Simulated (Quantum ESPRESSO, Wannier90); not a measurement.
SiS2 (P2₁/c): Wannier90 run

```
begin unit_cell_cart
ang
    6.4239800000    0.0000000000    0.0000000000
    0.0000000000    7.9468600000    0.0000000000
   -1.4298040000    0.0000000000    5.7030700000
end unit_cell_cart
begin atoms_frac
Si   0.1165900000  0.3645300000 -0.3874300000
Si  -0.1165900000 -0.3645300000  0.3874300000
Si  -0.1165900000 -0.1354700000 -0.1125700000
Si   0.1165900000  0.1354700000  0.1125700000
S    0.2213800000 -0.3967800000 -0.4856200000
S   -0.2213800000  0.3967800000  0.4856200000
S   -0.2213800000  0.1032200000 -0.0143800000
S    0.2213800000 -0.1032200000  0.0143800000
S    0.2422700000  0.1464400000  0.4841600000
S   -0.2422700000 -0.1464400000 -0.4841600000
S   -0.2422700000 -0.3535600000  0.0158400000
S    0.2422700000  0.3535600000 -0.0158400000
end atoms_frac
```

Materials Project entry mp-1095294; symmetrised, unrelaxed at this level. Not found in the COD (Crystallography Open Database) copy used, which has the formula in other groups; not checked further. Method: LDA plane waves in Quantum ESPRESSO 7.5 (PseudoDojo norm-conserving files, 44 Ry, no spin polarisation, no spin-orbit coupling), Bloch states on a 4×4×4 mesh through Γ, Wannier90 4.0.1. Density: 6×4×6 mesh, cold smearing 0.01 Ry. The cell is built of weakly bound layers, chains or molecules, whose nearest atoms lie 3.97 Å apart. Database cells relaxed without dispersion often hold them too far apart, which can enlarge gaps and weakens couplings between them; spacing and stacking were not compared with the measured crystal.

Bands 1-32 form an isolated set from -14.20 to 0.00 eV relative to the valence-band maximum (on the path) and are turned into 32 Wannier functions by minimising the spread from the start: s and p on S.

Q: Where do the functions sit, how wide are they and what are they made of?

A: 
| functions | spread (Å²) | nearest atom, distance (Å) | second atom, distance (Å) | weight on atomic waves |
|---|---|---|---|---|
| 8 | 1.42 | S 0.41 | Si 2.28 | S 3p 55 %, S 3s 39 % |
| 8 | 1.49 | S 0.42 | Si 2.20 | S 3p 64 %, S 3s 26 %, Si 3p 6 % |
| 16 | 1.24 | S 0.83 | Si 1.31 | S 3p 52 %, Si 3p 21 %, Si 3s 13 % |

Ω_I = 37.08 Å², Ω_total = 43.09 Å²; the interpolated bands follow pw.x to 0.5 meV rms on the path. It is the lowest total spread that any start reached here.
